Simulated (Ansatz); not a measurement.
Au:
```
CELL_PARAMETERS angstrom
      1.44685    -2.50694     0.00000
      1.44685     2.50694     0.00000
      0.00000     0.00000     4.79319
ATOMIC_POSITIONS crystal
  Au 0.66663 0.33337 0.75000
  Au 0.33337 0.66663 0.25000
```

Relaxed with r²SCAN+D4. Special points in fractions of this cell's reciprocal vectors: Γ (0.000, 0.000, 0.000); Y (-0.500, 0.500, 0.000); C0 (-0.333, 0.667, 0.000); Σ0 (0.333, 0.333, 0.000); Z (0.000, 0.000, 0.500); A0 (0.333, 0.333, 0.500); E0 (-0.333, 0.667, 0.500); T (-0.500, 0.500, 0.500); S (0.000, 0.500, 0.000); R (0.000, 0.500, 0.500).

Problem. List the band energies nearest the Fermi level at these points for r²SCAN+D4 (plane waves, PAW; program Ansatz).

Solution. In eV from the Fermi level; about four levels below and three above (degenerate sets whole), none deeper than 8.9 eV; … stands for higher levels left out; points with the same levels are listed once.

| k | below | above |
|---|---|---|
| Γ | -3.86 -3.85 -2.42 -2.42 -0.82 | 2.83 15.19 … |
| Y | -3.81 -2.15 -2.14 -1.94 | 0.35 1.49 6.08 |
| C0 | -3.88 -2.64 -2.64 -2.53 | 2.31 2.31 3.97 |
| Z | -2.88 -2.88 -2.88 -2.88 | 11.29 11.29 … |
| A0 | -3.90 -3.90 -2.36 -2.36 | 4.35 4.35 4.73 4.73 |
| T | -2.59 -2.59 -2.02 -2.02 | 0.59 0.59 3.98 3.98 |
| S | -3.81 -2.15 -2.14 -1.94 | 0.35 1.50 6.09 |

Space group P6_3/mmc (hcp (Mg type)). The first step of the workflow began from a Materials Project structure, measured or hypothetical; the Crystallography Open Database files this formula in space group No. 194, but the cells were not matched. It is not the phase usual at ambient conditions (space group No. 225). The cell was relaxed with r²SCAN+D4 under the symmetry of its start; whether a distortion lowers the energy is not shown. The pairwise dispersion correction was not fitted to metals. Point labels and valley counts follow the cell and symmetry of the run, lower than the named group. Spin–orbit coupling is left out wherever it is not named.

Potentials: the later of the program's two PAW sets.
